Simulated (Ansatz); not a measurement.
**NbB₂: do energies and stresses tell the same story?**

The calculation used DFT PBEsol, scalar-relativistic, plane waves, PAW in Ansatz.

Cutoff 420 eV; k points 18×18×14 on the computed 3-atom cell (Γ-centred); Gaussian smearing, width 0.10 eV; no spin polarisation.

Relaxed cell: P6/mmm, a = 3.096 Å, b = 3.096 Å, c = 3.288 Å, α = 90.00°, β = 90.00°, γ = 120.00°, 3 atoms in the primitive cell. Whether it is the stable form of this composition wasn't checked.

Energies at zero smearing and pressures from the stress tensor, at volumes with shape and atoms relaxed:
```json
{"V (Å³/atom)": "8.007", "E − E(first) (meV/atom)": "0.00", "P (GPa)": "49.67"}
{"V (Å³/atom)": "8.280", "E − E(first) (meV/atom)": "-71.12", "P (GPa)": "34.28"}
{"V (Å³/atom)": "8.553", "E − E(first) (meV/atom)": "-117.95", "P (GPa)": "21.08"}
{"V (Å³/atom)": "8.826", "E − E(first) (meV/atom)": "-143.93", "P (GPa)": "9.75"}
{"V (Å³/atom)": "9.099", "E − E(first) (meV/atom)": "-151.99", "P (GPa)": "0.00"}
{"V (Å³/atom)": "9.372", "E − E(first) (meV/atom)": "-144.64", "P (GPa)": "-8.39"}
{"V (Å³/atom)": "9.645", "E − E(first) (meV/atom)": "-124.05", "P (GPa)": "-15.59"}
{"V (Å³/atom)": "10.008", "E − E(first) (meV/atom)": "-79.14", "P (GPa)": "-23.65"}
```

Check P = −dE/dV between neighbouring volumes, and get the bulk modulus from the pressures alone.

With 1 eV/Å³ = 160.2 GPa:
| middle V (Å³/atom) | −ΔE/ΔV (GPa) | mean P (GPa) |
| --- | --- | --- |
| 8.143 | 41.746 | 41.975 |
| 8.416 | 27.486 | 27.682 |
| 8.689 | 15.247 | 15.415 |
| 8.962 | 4.731 | 4.871 |
| 9.235 | -4.312 | -4.195 |
| 9.508 | -12.089 | -11.990 |
| 9.827 | -19.769 | -19.623 |

The two differ by 0.23 GPa at most. The mean of two end pressures misses the average over a step by about ΔV² P″/12, up to 0.19 GPa here; with that taken off 0.03 GPa remains. The stress is the derivative of the free energy, not of the energy at zero smearing, and with free energies 0.01 GPa remains. Around V = 9.099 Å³/atom, the two neighbours give B = −V ΔP/ΔV = 9.099 × 18.13 / 0.546 = 302.2 GPa, against B0 = 300.7 GPa from the Birch–Murnaghan fit of the energies.

Cost: 9 runs of about 2.9 core-minutes in all, on Arm Neoverse V2 (shared hosts).